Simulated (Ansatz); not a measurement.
Here is the system:

AlBO₃:
```
CELL_PARAMETERS angstrom
      2.23766     1.29191     4.57911
     -2.23766     1.29191     4.57911
      0.00000    -2.58383     4.57911
ATOMIC_POSITIONS crystal
  Al 0.50000 0.50000 0.50000
  Al 0.00000 0.00000 0.00000
  B  0.75000 0.75000 0.75000
  B  0.25000 0.25000 0.25000
  O  0.75000 0.44126 0.05874
  O  0.25000 0.55874 0.94126
  O  0.05874 0.75000 0.44126
  O  0.94126 0.25000 0.55874
  O  0.44126 0.05874 0.75000
  O  0.55874 0.94126 0.25000
```

This is the PBEsol-relaxed structure. Tensor components refer to the Cartesian frame of this cell.

All from PBEsol (plane waves, PAW; program Ansatz), unless another level is named. Estimate the Young's modulus.

349 GPa.

Next, the highest zone-centre frequency (without LO–TO term)?

1250 cm^-1.

Give the elastic constants (relaxed ions, GPa).

C11 = 503, C12 = 145, C13 = 93.1, C14 = 23.8, C33 = 328, C44 = 112.

Space group R-3c. The first step of the workflow began from a Materials Project structure, measured or hypothetical; the Crystallography Open Database files this formula in space group No. 167, but the cells were not matched. Its standing as an ambient phase is unchecked. Symmetry was held in the PBEsol relaxation; phonons on a q-mesh show no instability.

Potentials: the later of the program's two PAW sets.
